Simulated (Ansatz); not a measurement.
**Co$_{2}$Si (Pnma): electronic heat capacity from the density of states**

Computed with Ansatz 0.2.0, DFT PBE, scalar-relativistic, plane waves, PAW.

Settings: cutoff 420 eV, Γ-centred mesh 8×10×6 on the computed 12-atom cell, Gaussian smearing of 0.10 eV; collinear spin from starting moments 0.47 0.47 0.47 0.47 0.27 0.27 0.27 0.27 0 0 0 0 μB.

Relaxed cell: Pnma, a = 4.883 Å, b = 3.712 Å, c = 7.040 Å, α = 90.00°, β = 90.00°, γ = 90.00°, 12 atoms in the primitive cell. Whether it is the stable form of this composition wasn't checked.

The density of states at the Fermi level is 9.672 states/eV in the cell of 12 atoms (4 formula units; both spins, tetrahedra on a 12×15×9 mesh). The run ends with a moment of 2.40 μB a cell (largest on a site 0.43 μB), and the figure is for this state; a paramagnetic sample can have a quite different one. Another magnetic order, if the compound takes it, can change N(E_F) and the shape of the cell a good deal.

Problem. What Sommerfeld coefficient does this give?

Solution. Per formula unit N(E_F) = 2.418 states/eV. γ = (π²/3) k_B² N(E_F) N_A = 2.357 mJ/(mol K²) per state/eV, so γ = 5.7 mJ/(mol K²), a mole of formula units. This is the bare band result: a measured γ of the same phase and magnetic order is as a rule larger by a factor 1 + λ from phonons and spin fluctuations. N(E_F) at one energy is sensitive to the mesh where the density of states has sharp peaks.

Only this magnetic start was tried.

Cost: 1 run of about 8.5 core-minutes, on Intel Xeon Platinum 8488C (Sapphire Rapids) (shared hosts).